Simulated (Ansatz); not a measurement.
# Bands of ZrBr

```
Zr Br
1.0
     1.75155    1.01126    9.35700
    -1.75155    1.01126    9.35700
     0.00000   -2.02252    9.35700
Zr Br
2 2
Direct
  0.20920 0.20920 0.20920
  0.79080 0.79080 0.79080
  0.39170 0.39170 0.39170
  0.60830 0.60830 0.60830
```

Atoms are numbered in the order listed.

The geometry is COD entry 4343762, unchecked; take it as a test cell.

The calculation used DFT, LDA, all-electron LAPW, scalar-relativistic (Ansatz 0.2.0).

Settings: a Γ-centred 10×10×10 k mesh, Fermi–Dirac smearing of 0.02 eV, basis error target 0.5 meV/atom, no spin polarisation.

Points in fractions of the reciprocal vectors of this cell: Γ (0, 0, 0), T (0.5, 0.5, 0.5), H2 (0.826, 0.174, 0.5), H0 (0.5, -0.174, 0.174), L (0.5, 0, 0), S0 (0.337, -0.337, 0), S2 (0.663, 0, 0.337), F (0.5, 0, 0.5). The path runs Γ–T–H2–H0–L–Γ–S0–S2–F. Energies are in eV from the Fermi level; (×n) counts levels within 4 meV of each other, which need not be degenerate by symmetry.

**Question.** Metal or insulator at this level of theory?

**Answer.** No gap opens: metallic or semimetallic.

**Question.** Tabulate bands 52 to 58, counted from the lowest band of the run, along the path.

**Answer.** 
```csv
k (1/Å),point,band 52,band 53,band 54,band 55,band 56,band 57,band 58
0.00,Γ,-3.54,-2.60,-1.38,0.27,0.27,0.58,0.91
0.05,,-3.54,-2.58,-1.39,0.26,0.26,0.58,0.91
0.10,,-3.55,-2.51,-1.42,0.26,0.26,0.58,0.91
0.14,,-3.56,-2.41,-1.48,0.26,0.26,0.59,0.92
0.19,,-3.57,-2.29,-1.55,0.25,0.25,0.59,0.93
0.24,,-3.59,-2.15,-1.64,0.25,0.25,0.59,0.94
0.29,,-3.60,-2.01,-1.75,0.25,0.25,0.60,0.94
0.34,T,-3.61,-1.89,-1.86,0.24,0.24,0.60,0.94
0.50,,-3.67,-1.87,-1.78,0.04,0.26,0.71,0.86
0.67,,-3.84,-1.89,-1.64,-0.35,0.32,0.84,0.85
0.84,,-4.14,-1.92,-1.51,-0.74,0.49,0.92,0.95
1.00,,-4.52,-1.87,-1.39,-1.01,0.77,0.97,1.10
1.17,,-4.94,-1.77,-1.25,-1.10,0.86,1.16,1.27
1.34,,-5.09,-1.72,-1.09,-1.03,0.80,1.38,1.59
1.50,H2,-5.10,-1.70,-1.01,-0.99,0.93,1.35,1.91
1.54,,-5.10,-1.70,-1.01,-1.00,0.93,1.34,1.91
1.57,,-5.10,-1.70,-1.01,-1.00,0.94,1.34,1.92
1.60,,-5.10,-1.70,-1.00,-1.00,0.94,1.34,1.92
1.63,,-5.10,-1.70,-1.00,-1.00,0.94,1.34,1.92
1.67,,-5.10,-1.70,-1.01,-1.00,0.94,1.34,1.92
1.70,,-5.10,-1.70,-1.01,-1.00,0.93,1.34,1.91
1.73,H0,-5.10,-1.70,-1.01,-0.99,0.93,1.35,1.91
1.82,,-5.07,-1.70,-1.03,-1.00,1.01,1.25,1.88
1.91,,-5.05,-1.72,-1.07,-1.01,0.94,1.15,1.90
2.00,,-5.02,-1.79,-1.10,-1.04,0.72,1.08,2.11
2.09,,-4.80,-1.87,-1.11,-1.10,0.47,1.03,2.33
2.18,,-4.56,-1.95,-1.16,-1.11,0.23,1.02,2.49
2.27,,-4.39,-2.01,-1.20,-1.10,0.06,1.03,2.71
2.36,L,-4.33,-2.03,-1.22,-1.10,-0.01,1.03,2.87
2.51,,-4.29,-2.00,-1.36,-1.00,0.03,1.00,2.50
2.66,,-4.17,-1.94,-1.52,-0.92,0.14,0.90,1.98
2.80,,-4.01,-1.95,-1.56,-0.83,0.33,0.73,1.56
2.95,,-3.83,-2.06,-1.53,-0.59,0.52,0.53,1.34
3.10,,-3.67,-2.23,-1.48,-0.24,0.35,0.67,1.11
3.25,,-3.57,-2.45,-1.41,0.10,0.28,0.65,0.96
3.40,Γ,-3.54,-2.60,-1.38,0.27,0.27,0.58,0.91
3.57,,-3.60,-2.41,-1.42,0.05,0.28,0.67,0.97
3.75,,-3.79,-2.16,-1.49,-0.36,0.43,0.70,1.10
3.92,,-4.12,-1.95,-1.50,-0.76,0.72,0.74,1.10
4.09,,-4.57,-1.79,-1.39,-1.04,0.97,1.00,1.14
4.26,,-5.02,-1.72,-1.21,-1.10,1.03,1.10,1.34
4.44,,-5.04,-1.70,-1.07,-1.02,1.07,1.12,1.68
4.61,S0,-5.10,-1.70,-1.00,-1.00,0.94,1.33,1.92
4.64,,-5.10,-1.70,-1.00,-1.00,0.95,1.33,1.92
4.67,,-5.09,-1.69,-1.00,-1.00,0.95,1.33,1.92
4.71,,-5.09,-1.69,-1.00,-1.00,0.95,1.33,1.92
4.74,,-5.09,-1.69,-1.00,-1.00,0.95,1.33,1.92
4.77,,-5.09,-1.69,-1.00,-1.00,0.95,1.33,1.92
4.80,,-5.10,-1.70,-1.00,-1.00,0.95,1.33,1.92
4.83,S2,-5.10,-1.70,-1.00,-1.00,0.94,1.33,1.92
4.92,,-5.12,-1.72,-1.04,-0.97,0.84,1.30,1.92
5.00,,-5.11,-1.77,-1.07,-0.94,0.77,1.06,2.07
5.09,,-5.09,-1.87,-1.09,-0.93,0.76,0.77,2.28
5.17,,-4.81,-1.98,-1.10,-0.94,0.49,0.79,2.51
5.25,,-4.52,-2.09,-1.09,-0.95,0.24,0.86,2.72
5.34,,-4.31,-2.16,-1.08,-0.97,0.07,0.92,2.91
5.42,F,-4.24,-2.18,-1.08,-0.98,0.00,0.94,3.01
```
